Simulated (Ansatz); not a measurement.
# CuAu$_{3}$, first-principles data

CuAu3:
```
CuAu3
1.0
   -1.98310     1.98310     3.99890
    1.98310    -1.98310     3.99890
    1.98310     1.98310    -3.99890
Cu Au
1 3
Direct
  0.00000   0.00000   0.00000
  0.75000   0.25000   0.50000
  0.25000   0.75000   0.50000
  0.50000   0.50000   0.00000
```

Space group I4/mmm (No. 139); conventional cell a = b = 3.9662 Å, c = 7.9978 Å, α = β = γ = 90.00°.

Method: PBEsol in the plane-wave PAW code Ansatz. Structure relaxed to zero pressure with the same functional. Other levels are named where they apply.

Cell and energy:

- Volume per atom: 15.73 Å³
- Density: 17.28 g/cm³
- Formation energy from the elements (no fitted shifts): -0.017 eV/atom

Electronic structure:

Electronic character: metallic (no gap)
Density of states at the Fermi level: 0.27 states/eV per atom (mean over ±0.08 eV)

Mechanics:

Bulk modulus (Birch–Murnaghan fit): 172 GPa
Pressure derivative B′: 5.6

Phonons:

* **Highest zone-centre frequency**: 4.95 THz
* **Zone-centre stability**: no imaginary mode at Γ

The first step of the workflow began from a Materials Project structure, measured or hypothetical; the Crystallography Open Database copy checked does not list it. COD files the formula under space group No. 221. Whether it is the stable phase at ambient conditions was not checked. The cell was relaxed with PBEsol under the symmetry of its start. No spin polarisation was allowed. As this level gives no gap, phonon frequencies hold no LO–TO term and depend on the k-mesh and smearing (Fermi–Dirac, 0.1 eV here). Axis ratios of metals converge slowly with the k-mesh, so a and c are less sure than the volume. The references are the lowest solids computed at this level, not always the standard phases. Scalar-relativistic: spin–orbit coupling is off unless named, which matters more the heavier the elements.

Potentials: the later of the program's two PAW sets.
